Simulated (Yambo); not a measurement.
G0W0@PBEsol for Li₃BrO (anti-perovskite, space group Pm-3m, No. 221) in Yambo (4×4×4 mesh, 7 Ry block, plasmon pole, screening fixed), without a terminator:

```tsv
bands N in G	gap M → M (eV)	shift of the valence edge (eV)
66	6.091	-0.517
112	6.123	-0.788
174	6.197	-0.957
```

Question: Extrapolate both columns to infinite N with E(N) = E∞ + A/N, test the form, and compare with the terminator.

Answer: From two points, E∞ = (N2 E2 − N1 E1)/(N2 − N1). The two largest N give 6.33 eV for the gap and -1.26 eV for the shift; the two smallest give 6.17 eV and -1.18 eV. For the gap the slopes A are -5.1 and -23 eV: the form isn't reached, and its limit is uncertain. For the shift the slopes A are 44 and 53 eV: the form isn't reached, and its limit is uncertain. With the Bruneval-Gonze terminator and 174 bands the run gives 6.33 eV and -1.15 eV, 0.00 eV and 0.12 eV from the extrapolated values: the terminator too is an estimate of the remainder. Block, mesh and the bands in W are held fixed.

Spin-orbit coupling is included.

Geometry of the Materials Project entry, not relaxed at this level; primitive cell a = b = c = 3.949 Å, α = β = γ = 90.00°.

A shift is the quasiparticle energy of the state minus its PBEsol energy.
